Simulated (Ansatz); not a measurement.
Clean, relaxed (001) surface of Al, space group P6_3/mmc (No. 194) (top face towards +c; atoms held fixed, by place in the list: 1, 2, 3, 4, 5):

```yaml
crystal:
  lattice:
    - [2.83628, 0.00000, 0.00000]
    - [-1.41814, 2.45629, 0.00000]
    - [0.00000, 0.00000, 37.97484]
  atoms:
    - { symbol: Al, position: [0.33333, 0.66667, 0.22383] }
    - { symbol: Al, position: [0.00000, 0.00000, 0.28520] }
    - { symbol: Al, position: [0.66667, 0.33333, 0.34657] }
    - { symbol: Al, position: [0.00000, 0.00000, 0.40794] }
    - { symbol: Al, position: [0.33333, 0.66667, 0.46931] }
    - { symbol: Al, position: [0.00000, 0.00000, 0.53004] }
    - { symbol: Al, position: [0.66667, 0.33333, 0.59107] }
    - { symbol: Al, position: [0.00000, 0.00000, 0.65243] }
    - { symbol: Al, position: [0.33333, 0.66667, 0.71331] }
    - { symbol: Al, position: [0.00000, 0.00000, 0.77547] }
```

Level of theory: DFT PBEsol, scalar-relativistic, plane waves, PAW in Ansatz. Settings: cutoff 420 eV, Γ-centred mesh 12×12×1 on the computed 10-atom cell, Gaussian smearing of 0.10 eV; no spin polarisation. A dipole correction removes the field between periodic images along c.

CH is adsorbed on the top face, one adsorbate per 7.0 Å², and relaxed from 3 starting sites (fractions of a and b). The adsorption energy is E(slab + adsorbate) − E(slab) − E(free adsorbate, spin-polarised where open-shell). Heights count from the highest slab atom after relaxation. Δφ is the top face's. Δp counts per cell along +c. Bonded neighbours lie within 1.25 times the sum of covalent radii (1.35 for H) and, on that scale, within 12 % of the closest. With the adsorbate the cell is lengthened along c to keep the vacuum.

```json
{"start": "top (Al) at (0.00, 0.00)", "ends at": "(0.00, 0.00), 1 bonded neighbour (Al)", "E_ads (eV)": "-3.76", "height (Å)": "1.90", "shortest contact": "C–Al 1.90 Å", "Δφ (eV)": "-0.80", "Δp (e·Å)": "+0.035", "whole?": "yes"}
{"start": "hollow (Al-Al-Al) at (0.33, 0.67)", "ends at": "(0.33, 0.67), 3 bonded neighbours (Al)", "E_ads (eV)": "-5.20", "height (Å)": "1.07", "shortest contact": "C–Al 1.95 Å", "Δφ (eV)": "-0.53", "Δp (e·Å)": "+0.018", "whole?": "yes"}
{"start": "bridge (Al-Al) at (0.50, 0.00)", "ends at": "(0.67, 0.33), 3 bonded neighbours (Al)", "E_ads (eV)": "-5.33", "height (Å)": "1.08", "shortest contact": "C–Al 1.96 Å", "Δφ (eV)": "-0.52", "Δp (e·Å)": "+0.018", "whole?": "yes"}
```

Among the sites tried, the lowest end comes from the bridge (Al-Al) at (0.50, 0.00) start; other sites may lie lower.

Each end is the local minimum or symmetric point that its start leads to. This isn't the usual crystal structure of Al.

For at least one of the starts the bottom face's work function also shifts by over 0.1 eV: the slab is too thin to screen the adsorbate, so the work functions aren't converged with thickness.

The adsorbed runs have no spin polarisation, so weakly bound open-shell ends lie too high.